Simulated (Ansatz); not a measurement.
## From the elastic tensor of TiCo₃ to moduli and sound speeds

Method: DFT LDA, scalar-relativistic, plane waves, PAW in Ansatz 0.2.0. Plane waves to 420 eV; Γ-centred k mesh 12×12×12; Fermi-Dirac smearing of 0.15 eV. No spin polarisation.

The structure is cubic, space group Pm-3m (No. 221). Conventional cell: a = 3.494 Å, b = 3.494 Å, c = 3.494 Å, α = 90.00°, β = 90.00°, γ = 90.00°. Ti (site symmetry m-3m) has 12 Co at 2.47 Å as nearest neighbours. Around Co (site symmetry 4/mmm) lie 4 Ti at 2.47 Å and 8 Co at 2.47 Å.

In a metal, frequencies and elastic constants depend on the k mesh and the smearing, soft modes and shear constants most. Spin polarisation was left out, and a magnetic state may lie lower.

Relaxed-ion constants (GPa, on the Cartesian axes of the calculation):
```
358.1 206.4 206.4   0.0   0.0   0.0
206.4 358.1 206.4   0.0   0.0   0.0
206.4 206.4 358.1   0.0   0.0   0.0
  0.0   0.0   0.0 170.5   0.0   0.0
  0.0   0.0   0.0   0.0 170.5   0.0
  0.0   0.0   0.0   0.0   0.0 170.5
```

Density 8.745 g/cm³; 4 atoms in 42.66 Å³.

The values that follow are for a polycrystal of randomly turned grains, by Hill's mean where one number stands.

With S = C⁻¹: B_V = (C11+C22+C33+2(C12+C13+C23))/9, G_V = (C11+C22+C33−C12−C13−C23+3(C44+C55+C66))/15, 1/B_R = S11+S22+S33+2(S12+S13+S23), 15/G_R = 4(S11+S22+S33−S12−S13−S23)+3(S44+S55+S66); Hill is their mean. Then v_l = √((B+4G/3)/ρ), v_t = √(G/ρ), v_m = [(2/v_t³+1/v_l³)/3]^(−1/3) and Θ = (ħ/k_B)·v_m·(6π²n/V)^(1/3) for n atoms in the volume V; E = 9BG/(3B+G), ν = (3B−2G)/(2(3B+G)) and A^U = 5G_V/G_R + B_V/B_R − 6.

```
Bulk modulus, Voigt / Reuss / Hill          : 257.0 / 257.0 / 257.0 GPa
Shear modulus, Voigt / Reuss / Hill         : 132.7 / 113.8 / 123.2 GPa
Young's modulus                             : 319 GPa
Poisson ratio                               : 0.293
Pugh ratio B/G                              : 2.09 (over 1.75, the rule of thumb for ductile)
Universal anisotropy index                  : 0.83
Longitudinal and transverse sound speeds    : 6941 and 3754 m/s
Debye temperature from the mean sound speed : 567 K
```

Cost: 1 run of about 4 core-minutes, on Intel Xeon Processor @ 2.50GHz (Skylake/Cascade Lake) (shared hosts).